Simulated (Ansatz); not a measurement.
Method: Ansatz, DFT PBE, scalar-relativistic, plane waves, PAW. All cells share a 420 eV cutoff and Γ-centred k meshes spaced at most about 0.3 Å⁻¹ (about 0.25 or finer for metals, 2π included). No spin polarisation in the final relaxations.

All energies are static (0 K, no zero-point motion).

Two forms of In3As were relaxed alike.

A.

```yaml
crystal:
  lattice:
    - [-2.39451, 2.39451, 4.47689]
    - [2.39451, -2.39451, 4.47689]
    - [2.39451, 2.39451, -4.47689]
  atoms:
    - { symbol: In, position: [0.75000, 0.25000, 0.50000] }
    - { symbol: In, position: [0.25000, 0.75000, 0.50000] }
    - { symbol: In, position: [0.50000, 0.50000, 0.00000] }
    - { symbol: As, position: [0.00000, 0.00000, 0.00000] }
```

B.

```yaml
crystal:
  lattice:
    - [-2.98754, 2.98754, 2.98754]
    - [2.98754, -2.98754, 2.98754]
    - [2.98754, 2.98754, -2.98754]
  atoms:
    - { symbol: In, position: [0.00000, 0.50000, 0.50000] }
    - { symbol: In, position: [0.50000, 0.00000, 0.50000] }
    - { symbol: In, position: [0.50000, 0.50000, 0.00000] }
    - { symbol: As, position: [0.00000, 0.00000, 0.00000] }
```

Question: Which is lower in energy, and by how much?

Answer: A is lower, by 30 meV/atom. A has the TiAl3 (D0_22) type, space group I4/mmm (No. 139), 25.7 Å³/atom and no gap on its mesh; B has space group Im-3m (No. 229), 26.7 Å³/atom and no gap. Counting In atoms around As (those within 1.25 times the shortest such distance or 1.15 times the sum of covalent radii; the shortest distance is added where it is long for a bond), A has As 12 from 3.3 Å and B has As 6. The denser one is the lower, and pressure would at first widen the difference. Even the lower one lies +0.08 eV/atom against the reference forms of the elements (uncorrected), so neither is stable at this level. In A, In on a site of symmetry -4m2 is surrounded by 4 As at 3.28 Å and 8 In at 3.28–3.39 Å; around In on a site of symmetry 4/mmm lie 8 In at 3.28 Å and 4 As at 3.39 Å; As is surrounded by 12 In at 3.28–3.39 Å. In B, In has 2 As at 2.99 Å and 4 In at 2.99 Å; As has 6 In at 2.99 Å. Both come from invented guesses.

Cells relaxed within their symmetry can be saddle points.
